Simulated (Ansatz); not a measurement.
Polymorphs of NbAs, each relaxed with the program Ansatz at the PBEsol level (PAW):

A: CsCl type (Pm-3m)
a = b = c = 3.180 Å, α = β = γ = 90.00°

| atom | site | symmetry | x | y | z |
|---|---|---|---|---|---|
| Nb | 1a | m-3m | 0.0000 | 0.0000 | 0.0000 |
| As | 1b | m-3m | 0.5000 | 0.5000 | 0.5000 |

B: I4_1md
a = b = 3.4391 Å, c = 11.5954 Å, α = β = γ = 90.00°

```csv
atom,site,symmetry,x,y,z
Nb,4a,2mm.,0.0000,0.0000,0.7487
As,4a,2mm.,0.0000,0.0000,0.1673
```

Task: Order them by energy per atom at 0 K (lowest first) at the level PBEsol.

Result: B (+0 meV/atom), A (+250 meV/atom)

Constructed cells (a structure type filled with these elements, in neither database checked): A. All cells were relaxed under the symmetry of their starts (and spin orders); stability against distortions was not tested throughout. Rows with no word on spin ran without spin polarisation. Spin–orbit coupling is left out wherever it is not named.

Energies hold the estimated change up to a 700 eV cutoff; steps of a few meV lie near the error of the meshes.

Potentials: the later of the program's two PAW sets.
